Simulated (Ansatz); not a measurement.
**KMgF$_{3}$: strain energy, fitted**

KMgF$_{3}$, Pm-3m, a = 3.991 Å. The structure is a Materials Project entry; whether it is the stable form wasn't checked. Ansatz: PBEsol, PAW, 420 eV, Γ-centred 6×6×6 mesh on 5 atoms, Gaussian smearing 0.02 eV; no spin polarisation. Series: shear of c along a, cell held, atoms fixed by symmetry; x is the strain in per cent (engineering shear). y is the free energy over the unstrained cell, V0 = 12.716 Å³/atom. Symmetry makes y even in x.

| x (%) | y (meV/atom) |
| --- | --- |
| 0.0 | 0.00 |
| 1.5 | 0.41 |
| 3.0 | 1.62 |
| 4.5 | 3.64 |
| 6.0 | 6.50 |
| 9.0 | ? |

Question: Fit y = c2 x² + c4 x⁴ to the other rows, turn c2 into a modulus, and predict the missing energy.

Answer: Least squares on the rows shown. y = 0.1793 x² + 3.503×10⁻⁵ x⁴. In eV per unit strain² c2 is 1.793; this is the shear stiffness (E = ½ C V0 γ²): 2 × 1.793 × 160.2 / (12.716) = 45 GPa. At x = 9.0 the fit asked for gives 14.75 meV/atom. The run gave 14.68 meV/atom, so the fit is 0.07 meV/atom too high, a small miss on the scale of the series. The form still works here, 50 % of the fitted range beyond its end.

Symmetry holds off the tilts and polar distortions that many cubic perovskites undergo.